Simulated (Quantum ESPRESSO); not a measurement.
# Where does C sit best among Ge sites?

These are calculations, not measurements. They come from pw.x of Quantum ESPRESSO 7.5, a plane-wave density functional program, with PseudoDojo standard norm-conserving files (v0.5 for PBE, v0.4.1 for LDA and PBEsol). The cells are made up: elements, strain and atom displacements were drawn at random, and nothing was relaxed. There is no spin polarisation, spin-orbit coupling or dispersion term.

The cell has 8 sites of a zincblende or diamond lattice. Sites 1 to 4 hold Si Ge Si Ge; sites 5 to 8 hold X X X X. Cell vectors in Å: (5.574, 0.032, -0.042); (0.032, 5.455, 0.029); (-0.042, 0.029, 5.476). Settings: PBE, cutoff 1116 eV, 6 x 6 x 6 k mesh shifted by half a step, Fermi-Dirac smearing of 0.1 eV.

In each run one of the sites marked X holds C and the others hold Ge; cell and positions stay the same. E is the free energy of the cell.

```
site of the guest  first shell  mean distance (Å)  E above the lowest (eV)  P (GPa)  force on the guest (eV/Å)
                5       Ge2Si2              2.361                    0.000    -1.39                      0.601
                6       Ge2Si2              2.380                    0.314    -0.82                      0.468
                7       Ge2Si2              2.378                    0.244    -0.92                      0.446
                8       Ge2Si2              2.414                    0.641    -0.11                      0.303
```

A rerun of one of these cells at 1347 eV and k mesh 8 x 8 x 8 moved values by no more than 0.004 eV in the cell's energy, 0.04 GPa in stress and 0.009 eV/Å in force.

## Reading the table

Site 5 is lowest, by 0.244 eV, over three times the rerun's bound. A straight line of energy against the mean distance has a slope of 11.8 ± 1.3 eV/Å, so the guest costs less on the tighter sites. The positions are random and not relaxed, so the differences hold for this frozen cell and are not site preferences of a real crystal.